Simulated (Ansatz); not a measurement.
Space group Immm (No. 71). a = 2.849 Å, b = 4.732 Å, c = 5.460 Å, α = 90.00°, β = 90.00°, γ = 90.00°
```json
{"atom": "Cr", "site": "2a", "symmetry": "mmm", "x": "0.0000", "y": "0.0000", "z": "0.0000"}
{"atom": "B", "site": "8l", "symmetry": "m..", "x": "0.0000", "y": "0.1960", "z": "0.6578"}
```

Equation of state of this CrB4 structure (not necessarily the ground state), with shape and atoms relaxed at each volume where symmetry leaves them free. It has no gap at any of these volumes. Level of theory: DFT r2SCAN, scalar-relativistic, plane waves, PAW in Ansatz 0.2.0.

Cutoff 500 eV; k points 14×14×14 on the computed 5-atom cell (Γ-centred); Gaussian smearing, width 0.10 eV; no spin polarisation.

```tsv
V (Å³/atom)	E − E(largest V) (meV/atom)	P (GPa)
6.919	4.38	19.41
7.140	-14.98	8.99
7.361	-21.00	0.00
7.582	-15.48	-7.77
7.802	0.00	-14.48
```

**Question.** Fit a third-order Birch–Murnaghan equation to E(V).

**Answer.** V0 = 7.36 Å³/atom, B0 = 278 GPa, B0' = 3.9.

Cost: 5 runs of about 17 core-minutes in all, on Arm Neoverse V1 (shared hosts).